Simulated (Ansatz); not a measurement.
# Ge2Sb2Te5: changing the functional

```
Te Sb Ge
1.0
     6.83914   -3.06601    0.00000
     6.83914    3.06601    0.00000
    -6.83098    0.00000    6.84761
Te Sb Ge
5 2 2
Direct
  0.59470 0.59470 0.38643
  0.79529 0.79529 0.19611
  0.00832 0.00832 0.00643
  0.20652 0.20652 0.80980
  0.39996 0.39996 0.59712
  0.90171 0.90171 0.58787
  0.11187 0.11187 0.41735
  0.28429 0.28429 0.18783
  0.49734 0.49734 0.01104
```

The cell comes from a database or a generator and needn't be the stable form of this composition.

Kept alike: task band structure; k mesh 5 × 5 × 4; occupations fermi-dirac, width 0.05 eV; no spin polarisation. Program: Ansatz, Ansatz PAW. Cutoffs run from 420 to 500 eV. The mesh is that of the run's cell of 9 atoms. No spin-orbit coupling.

| functional | pressure (GPa) |
| --- | --- |
| LDA | -3.48 |
| PBE | -0.08 |
| PBEsol | -2.45 |
| r2SCAN | -0.97 |

Pressure is positive in compression, with a Pulay correction for the finite cutoff. All rows use potentials made for PBE.

Question: What does the functional change here?

Answer: The pressure runs from -3.48 (LDA) to -0.08 GPa (PBE). From PBE: LDA -3.40; PBEsol -2.37; r2SCAN -0.89.
